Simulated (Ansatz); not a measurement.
Ti₂SnC:
```
CELL_PARAMETERS angstrom
      3.16524     0.00000     0.00000
     -1.58262     2.74118     0.00000
      0.00000     0.00000    13.73098
ATOMIC_POSITIONS crystal
  Ti 0.33333 0.66667 0.08075
  Ti 0.66667 0.33333 0.91925
  Ti 0.66667 0.33333 0.58075
  Ti 0.33333 0.66667 0.41925
  Sn 0.33333 0.66667 0.75000
  Sn 0.66667 0.33333 0.25000
  C  0.00000 0.00000 0.00000
  C  0.00000 0.00000 0.50000
```

This is the r²SCAN-relaxed structure.

Problem. All from the program Ansatz at the r²SCAN level (PAW), unless another level is named. Predict the electronic character.

Solution. metallic (no gap).

Problem. Give the density of states at the Fermi level.

Solution. 0.43 states/eV per atom (mean over ±0.08 eV).

Problem. What about the formation energy from the elements (no fitted shifts)?

Solution. -0.80 eV/atom.

Problem. Next, the gap with spin–orbit coupling?

Solution. none (metallic).

Space group P6_3/mmc. The workflow started from a Materials Project entry (that database holds measured and hypothetical structures alike); the Crystallography Open Database copy checked does not list it. Its standing as an ambient phase is unchecked. Symmetry was held in the r²SCAN relaxation; its stability against distortions is not shown here. The run is not spin-polarised. The references are the lowest solids computed at this level, not always the standard phases. Spin–orbit coupling is left out wherever it is not named.

Potentials: the later of the program's two PAW sets.
